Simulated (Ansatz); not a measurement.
Consider the following.

PbSe (rock salt)

```
PbSe
1.0
    0.00000     3.10883     3.10883
    3.10883     0.00000     3.10883
    3.10883     3.10883     0.00000
Se Pb
1 1
Direct
  0.00000   0.00000   0.00000
  0.50000   0.50000   0.50000
```

In each cell atom 2 (Pb, nearest neighbour Se at 3.109 Å; its periodic images, 4.4 Å or more away, move with it) moves by s·(1.000, 0.000, 0.000) (along Cartesian x), the rest being held.

All values below come from PBE (plane waves to 420 eV, PAW, scalar-relativistic; Ansatz, an electronic-structure program). k mesh 8×8×8 (Γ-centred), Fermi-Dirac smearing 0.05 eV. Energies are smeared free energies. PbSe was relaxed with its symmetry unable to fall. Spin-orbit coupling is left out, though Pb is heavy. The PAW data are Ansatz's earlier set. ΔE is measured from the undisplaced structure.

The scan covers s from -0.310 to 0.310 Å in 11 points.

### Question
Is this a single well or a double well?

### Answer
A single well with its minimum at or next to zero displacement.

### Question
Is the energy the same for equal positive and negative displacements?

### Answer
Even: the same for both signs. With its periodic images moving along, the atom's site symmetry in this cell is m-3m.

### Question
What is the energy change at s = 0.310 Å?

### Answer
36.1 meV/cell.

### Question
What force acts on the atom along the line at s = -0.310 Å?

### Answer
0.405 eV/Å.

(A displaced cell: forces are minus the slopes of the energy, force constants its curvatures, and phonons follow from these.)
